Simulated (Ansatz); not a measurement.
**Question.** Name crystals whose computed values (PBEsol (plane waves, PAW; program Ansatz)) fall in these windows: ε∞ 5.1 to 7.2; HSE06 gap (eV) 2.7 to 4.0; B₀ by P(V) fit (GPa) 150 to 220.

**Answer.** 

```
crystal                                        ε∞  HSE06 gap (eV)  B₀ by P(V) fit (GPa)
-------------------------------------------  ----  --------------  --------------------
SrTiO3, cubic perovskite                     6.31            3.35                   186
GaN, P4_2/mnm (Ga on 4g, N on 4f)            5.72            3.18                   174
AlGa3N4, Pm (Pearson symbol mP8)             5.50            3.71                   192
TiO2, anatase                                6.66            3.65                   179
TaAgO3, R-3c (Ta on 6b, Ag on 6a, O on 18e)  6.92            3.28                   195
```
Others may fit too.

Typed or built starts, not in the databases checked: GaN, P4_2/mnm (Ga on 4g, N on 4f). Not the usual ambient phase: GaN, P4_2/mnm (Ga on 4g, N on 4f). Standing as an ambient phase not checked: AlGa3N4, Pm (Pearson symbol mP8); TaAgO3, R-3c (Ta on 6b, Ag on 6a, O on 18e). Perhaps ordered models of mixed-site phases: AlGa3N4, Pm (Pearson symbol mP8). All cells were relaxed under the symmetry of their starts (and spin orders); stability against distortions was not tested throughout. Rows with no word on spin ran without spin polarisation. Spin–orbit coupling is left out wherever it is not named.

Potentials: the later of the program's two PAW sets.
